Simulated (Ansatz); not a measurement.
Al3GaN4:
Space group P3m1 (No. 156); a = 3.130 Å, b = 3.130 Å, c = 10.082 Å, α = 90.00°, β = 90.00°, γ = 120.00°

```csv
atom,site,symmetry,x,y,z
Ga,1b,3m.,0.3333,0.6667,0.0057
N,1b,3m.,0.3333,0.6667,0.2005
Al,1c,3m.,0.6667,0.3333,0.2579
N,1c,3m.,0.6667,0.3333,0.4464
Al,1b,3m.,0.3333,0.6667,0.5048
N,1b,3m.,0.3333,0.6667,0.6932
Al,1c,3m.,0.6667,0.3333,0.7513
N,1c,3m.,0.6667,0.3333,0.9398
```

This is the PBEsol-relaxed structure.

Q: All from PBEsol (plane waves, PAW; program Ansatz), unless another level is named. Estimate the hole effective mass with spin–orbit coupling.

A: 0.51, 0.51, 17 mₑ (principal values).

Q: Predict the electron effective mass with spin–orbit coupling.

A: 0.27 mₑ (isotropic).

Q: What about the band gap?

A: 3.28 eV (direct).

The start of the workflow was typed in or built on a structure type; neither database checked (COD, Materials Project) lists it. Whether it is the stable phase at ambient conditions was not checked. The PBEsol relaxation kept the symmetry of its start; whether a distortion lowers the energy is not shown. Scalar-relativistic: spin–orbit coupling is off unless named, which matters more the heavier the elements.

Potentials: the earlier of the program's two PAW sets. The files were generated under PBE; for other functionals the program regenerates the frozen cores, and for LDA and PBEsol the local potential too.
